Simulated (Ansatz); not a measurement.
ScMn$_{4}$Al$_{8}$, a strained cell with displaced atoms

```yaml
crystal:
  lattice:
    - [0.02319, -0.03837, 5.10008]
    - [4.46853, -4.44335, 2.60337]
    - [4.44033, 4.43833, -2.56320]
  atoms:
    - { symbol: Sc, position: [0.00656, 0.97990, 0.99477] }
    - { symbol: Mn, position: [0.49189, 0.99469, 0.49844] }
    - { symbol: Mn, position: [0.51825, 0.50117, 0.00445] }
    - { symbol: Mn, position: [0.00374, 0.99835, 0.48676] }
    - { symbol: Mn, position: [0.99295, 0.49700, 0.00006] }
    - { symbol: Al, position: [0.48848, 0.79218, 0.78298] }
    - { symbol: Al, position: [0.27606, 0.22172, 0.77916] }
    - { symbol: Al, position: [0.51192, 0.22813, 0.21885] }
    - { symbol: Al, position: [0.71469, 0.77976, 0.21639] }
    - { symbol: Al, position: [0.99284, 0.32786, 0.32335] }
    - { symbol: Al, position: [0.33235, 0.65922, 0.34209] }
    - { symbol: Al, position: [0.00160, 0.66300, 0.66803] }
    - { symbol: Al, position: [0.66432, 0.34478, 0.65214] }
```

Single point in Ansatz 0.2.0 with m-r2SCAN, no spin polarisation. Cutoff 500 eV, PAW datasets, 4×3×3 (shifted by 0, 0.5, 0.5 steps) k mesh, fermi-dirac filling (width 0.1122 eV).

**Question.** Where is the largest force?

**Answer.** The largest is on Al8: 0.89 eV/Å, components (-0.43, 0.26, -0.74). It makes 101° with the line to a nearest neighbour, Mn4 at 2.52 Å.

**Question.** What does the stress say?

**Answer.** The pressure is -11.2 GPa (compression positive), so with the atoms held at these fractions the cell would first shrink; the forces are large, so a full relaxation may end otherwise. The principal stresses -14.6, -9.9, -9.0 GPa differ, so its shape would change too.

**Question.** Metal or insulator?

**Answer.** It is a metal, with about 7.9 states/eV a cell as the mean within 0.25 eV of the Fermi level, mostly Mn d (70 %) and Al p (16 %).

**Question.** What do density and ELF say about some of the short contacts?

**Answer.** Mn–Mn at 2.42 Å: least valence density 0.45 e/Å³ and ELF 0.34 there. Both are smooth PAW fields, read partly inside the augmentation spheres.

Origin: a strained cell with displaced atoms, so it need not be a known compound. Caveats: no spin polarisation, so a magnetic state may lie lower; the k mesh is coarse if the cell is a metal; m-r2SCAN is r2SCAN with a changed spin dependence that lowers moments.
